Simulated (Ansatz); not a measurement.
Total density of states per atom from PBEsol in the plane-wave PAW code Ansatz, in 0.25 eV bins, energy from the Fermi level:

(E (eV), states/eV/atom): (-7.85, 0.07); (-7.60, 0.15); (-7.35, 0.29); (-7.10, 0.20); (-6.85, 0.19); (-6.60, 0.26); (-6.35, 0.27); (-6.10, 0.24); (-5.85, 0.25); (-5.60, 0.30); (-5.35, 0.27); (-5.10, 0.23); (-4.85, 0.27); (-4.60, 0.29); (-4.35, 0.33); (-4.10, 0.27); (-3.85, 0.30); (-3.60, 0.24); (-3.35, 0.28); (-3.10, 0.26); (-2.85, 0.25); (-2.60, 0.44); (-2.35, 0.45); (-2.10, 0.48); (-1.85, 0.51); (-1.60, 0.34); (-1.35, 0.31); (-1.10, 0.26); (-0.85, 0.37); (-0.60, 0.43); (-0.35, 0.29); (-0.10, 0.25); (0.15, 0.20); (0.40, 0.04); (0.65, 0.00); (0.90, 0.00); (1.15, 0.00); (1.40, 0.00); (1.65, 0.00); (1.90, 0.00); (2.15, 0.00); (2.40, 0.00); (2.65, 0.00); (2.90, 0.00); (3.15, 0.01); (3.40, 0.08); (3.65, 0.10); (3.90, 0.23); (4.15, 0.25); (4.40, 0.20); (4.65, 0.27)

### Question
Which of these materials gives this?
A) B6As, R-3m (B on 18h, B on 18h, As on 6c)
B) B, I4_132 (B on 8a)
C) B13C2, R-3m (B on 3b, B on 18h, B on 18h, C on 6c)
D) HfC, rock salt

### Answer
C, B13C2, R-3m (B on 3b, B on 18h, B on 18h, C on 6c). Within 0.5 eV of the Fermi level: B 2p 83 %, C 2p 10 %, B 2s 6 %. Projections are on Löwdin-orthogonalised atomic valence shells; empty p or d shells of many metals are not among them.

The first step of the workflow began from a Materials Project structure, measured or hypothetical; the Crystallography Open Database copy checked does not list it. Its standing as an ambient phase is unchecked. The cell was relaxed with PBEsol under the symmetry of its start; whether a distortion lowers the energy is not shown.

Potentials: the later of the program's two PAW sets.
